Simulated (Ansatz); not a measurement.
Total density of states per atom from DFT-PBEsol in the program Ansatz with PAW potentials, in 0.25 eV bins, energy from the Fermi level:

```
E (eV) | states/eV/atom
    -7.85 | ## 0.11
    -7.60 | ### 0.13
    -7.35 | ### 0.15
    -7.10 | #### 0.19
    -6.85 | ###### 0.29
    -6.60 | ############# 0.62
    -6.35 | ################ 0.76
    -6.10 | ################# 0.81
    -5.85 | ################## 0.84
    -5.60 | ################## 0.86
    -5.35 | ####################### 1.08
    -5.10 | ####################### 1.08
    -4.85 | ##################### 0.98
    -4.60 | ################### 0.88
    -4.35 | ################ 0.76
    -4.10 | ################# 0.79
    -3.85 | ################# 0.80
    -3.60 | #################### 0.93
    -3.35 | #################### 0.96
    -3.10 | #################### 0.95
    -2.85 | #################### 0.96
    -2.60 | ######################### 1.16
    -2.35 | ############################## 1.40
    -2.10 | ############################ 1.34
    -1.85 | ###################### 1.02
    -1.60 | ##################### 1.01
    -1.35 | ############################## 1.42
    -1.10 | ############################# 1.38
    -0.85 | ########################### 1.28
    -0.60 | #################### 0.96
    -0.35 | #################### 0.96
    -0.10 | ################ 0.74
     0.15 | ############# 0.63
     0.40 | ############## 0.65
     0.65 | ############## 0.65
     0.90 | ############### 0.73
     1.15 | ################## 0.85
     1.40 | ############### 0.72
     1.65 | ################ 0.75
     1.90 | ############## 0.68
     2.15 | ############# 0.60
     2.40 | ############# 0.59
```

Question: Pick the material that matches.
(A) Re, dhcp (α-La type)
(B) MnIr, P4/mmm (Mn on 1b, Ir on 1c)
(C) MgS, zinc blende
(D) HfSO, P2_13 (Hf on 4a, S on 4a, O on 4a)

Answer: A, Re, dhcp (α-La type). Within 0.5 eV of the Fermi level: Re 5d 88 %, outside the projected shells 6 %. Projections are on Löwdin-orthogonalised atomic valence shells; empty p or d shells of many metals are not among them.

Space group P6_3/mmc (dhcp (α-La type)). The first step of the workflow began from a Materials Project structure, measured or hypothetical. Its sites differ from those of the usual phase in this space group: another stacking or structure type. The PBEsol relaxation kept the symmetry of its start; of distortions, only those at the zone centre were tested. No spin polarisation was allowed. Spin–orbit coupling is left out wherever it is not named.

Potentials: the later of the program's two PAW sets.
